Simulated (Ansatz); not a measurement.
The start is a relaxed InSb cell with every coordinate shifted by Gaussian noise of σ = 0.2 Å. A full variable-cell relaxation at zero pressure is run with r2SCAN (plane waves to 500 eV, PAW, scalar-relativistic; Ansatz, a first-principles code). The first steps use a coarse 9×9×9 k-mesh.

Starting cell:
```
CELL_PARAMETERS angstrom
      0.00000     3.27906     3.27906
      3.27906     0.00000     3.27906
      3.27906     3.27906     0.00000
ATOMIC_POSITIONS crystal
  Sb 0.76222 0.86280 0.76648
  In 0.02037 0.89474 0.00170
```

Q: How much energy is released per atom?

A: About 2.3 eV/atom.

Q: Is the parent structure recovered?

A: It returns to the parent structure, F-43m (No. 216).

Q: What band gap does the relaxed structure have at this level?

A: 0.02 eV, direct at Γ (no spin-orbit coupling).

The end point of the relaxation:

```cif
data_In4Sb4
_chemical_formula_sum 'Sb4 In4'
_space_group_name_H-M_alt 'F-43m'
_space_group_IT_number 216
_space_group_name_Hall 'F -4 2 3'
_cell_length_a 6.55818
_cell_length_b 6.55818
_cell_length_c 6.55818
_cell_angle_alpha 90.000
_cell_angle_beta 90.000
_cell_angle_gamma 90.000
loop_
_atom_site_label
_atom_site_type_symbol
_atom_site_symmetry_multiplicity
_atom_site_Wyckoff_symbol
_atom_site_fract_x
_atom_site_fract_y
_atom_site_fract_z
_atom_site_occupancy
Sb1 Sb 4 c 0.25000 0.25000 0.25000 1
In1 In 4 b 0.50000 0.50000 0.50000 1
```
(The calculation used a cell of 2 atoms; values per cell refer to that cell.)

Final values are on a 12×12×12 k-mesh of the relaxed cell. The start holds a very short contact (In–Sb 2.07 Å). No spin polarisation in the result. Spin-orbit coupling is missing; with elements this heavy it can move band edges by tenths of an eV or more.
